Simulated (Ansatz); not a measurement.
This Ga₂As₃ structure is the end of a relaxation. The cell was found from a structure generator's guess, not taken from experiment.

The calculation used Ansatz, DFT PBE, scalar-relativistic, plane waves, PAW. Cutoff 420 eV, Γ-centred mesh, Gaussian smearing, no spin polarisation.

```cif
data_structure
_symmetry_space_group_name_H-M 'P 1'
_symmetry_Int_Tables_number 1
_cell_length_a 4.9762
_cell_length_b 4.9762
_cell_length_c 4.9762
_cell_angle_alpha 90.000
_cell_angle_beta 90.000
_cell_angle_gamma 90.000
_cell_volume 123.23
loop_
_atom_site_label
_atom_site_type_symbol
_atom_site_fract_x
_atom_site_fract_y
_atom_site_fract_z
_atom_site_occupancy
Ga1 Ga 0.00000 0.00000 0.00000 1
Ga2 Ga 0.50000 0.50000 0.50000 1
As1 As 0.00000 0.50000 0.50000 1
As2 As 0.50000 0.00000 0.50000 1
As3 As 0.50000 0.50000 0.00000 1
```

Formation energies are uncorrected and refer to the elements' standard structures at the same level.

(1) What space group does it have?

(2) How far does it lie from the elements in energy?

(3) Is it a metal?

Results:

(1) Pm-3m (No. 221). Conventional cell: a = 4.976 Å. Around Ga on its first site lie 12 As at 3.52 Å (long contacts); Ga on its second site has 6 As at 2.49 Å; As has 2 Ga at 2.49 Å, 4 Ga at 3.52 Å and 8 As at 3.52 Å.

(2) +0.64 eV/atom. It can't be a ground state, since the elements alone are lower.

(3) Yes, bands cross the Fermi level on the 8×8×8 mesh.

The last run used an 8×8×8 mesh for its 5-atom cell and Gaussian smearing of 0.10 eV. An odd number of electrons in the primitive cell allows no gap without spin; a larger cell or a magnetic state could open one. The cell is a metal run without spin; a magnetic state may lie lower. The reference form of As is held partly by dispersion forces, which this level lacks. Symmetry constrained the relaxation, so the result can be a saddle point.
